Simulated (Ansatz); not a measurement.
SCF convergence of In₃Se against the length of the Broyden history

Theory: Ansatz, DFT PBEsol, scalar-relativistic, plane waves, PAW.

```xyz
4
Lattice="4.8038 0.0000 0.0000 0.0000 4.8038 0.0000 0.0000 0.0000 4.8038" Properties=species:S:1:pos:R:3 pbc="T T T"
In    0.0000    2.4019    2.4019
In    2.4019    0.0000    2.4019
In    2.4019    2.4019    0.0000
Se    0.0000    0.0000    0.0000
```

- plane-wave cutoff: 420 eV
- Γ-centred k-mesh: 10×10×10
- occupation rule: Gaussian smearing, 0.1 eV
- spin treatment: unpolarised

Each run starts from superposed atomic densities and uses Broyden mixing with its automatic preconditioner, at most 120 iterations and the default threshold on the density residual; only the length of the Broyden history differs.

| length of the Broyden history | iterations | converged | density residual (eV) at iterations 1, 3, 5 |
| --- | --- | --- | --- |
| 1 | 13 | yes | 1.2 0.026 0.0011 |
| 2 | 11 | yes | 1.2 0.026 0.00032 |
| 3 | 11 | yes | 1.2 0.026 0.00071 |
| 16 | 11 | yes | 1.2 0.026 0.00071 |

Cost: 4 runs of about 1.1 core-minutes in all, on Arm Neoverse V1 (shared hosts).